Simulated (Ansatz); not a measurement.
**Ta: moving Ta off its site**

Ta, Im-3m, a = 3.303 Å (as given, not relaxed at this level: -3.8 GPa). Ansatz: PBEsol, PAW, 420 eV, Γ-centred 10×10×10 mesh on 8 atoms, Gaussian smearing 0.15 eV; no spin polarisation.

```
Ta
1.0
    -3.30256   -3.30256    3.30256
    -3.30256    3.30256   -3.30256
     3.30256   -3.30256   -3.30256
Ta
8
Direct
  0.50000 0.50000 0.50000
  0.00000 0.50000 0.50000
  0.50000 0.00000 0.50000
  0.00000 0.00000 0.50000
  0.50000 0.50000 0.00000
  0.00000 0.50000 0.00000
  0.50000 0.00000 0.00000
  0.00000 0.00000 0.00000
```

Atom 1 (Ta) moves by x along the unit vector (0.000, 0.000, 1.000), with its periodic images; all else is held. y is the free energy of the cell over the start, F the force along the path summed over the moved atoms. Symmetry makes y even in x.

```tsv
x (Å)	y (meV)	F (eV/Å)
-0.4500	?	?
-0.2250	250.7	2.21
0.0000	0.0	0.00
0.0563	15.8	-0.56
0.1125	62.9	-1.12
0.1688	141.4	-1.67
0.2813	390.4	-2.75
0.3375	559.2	-3.26
0.3938	756.5	-3.75
```

Problem. Fit y = c2 x² + c4 x⁴ to the energies of the other rows, give the force constant, and predict energy and force of the missing row.

Solution. Least squares on the rows shown. y = 4989.0 x² − 711.29 x⁴. The force constant is 2 c2 = 9.98 eV/Å², for the cell as given, at -3.8 GPa (for all images moving together, not for a lone atom). The force −dy/dx at the missing row is 4.23 eV/Å (computed 4.23). At x = -0.4500 the fit asked for gives 981.1 meV. The run gave 980.8 meV, so the fit is 0.3 meV too high, a small miss on the scale of the series.

Spin–orbit coupling is left out, which can shift energies with elements as heavy as these.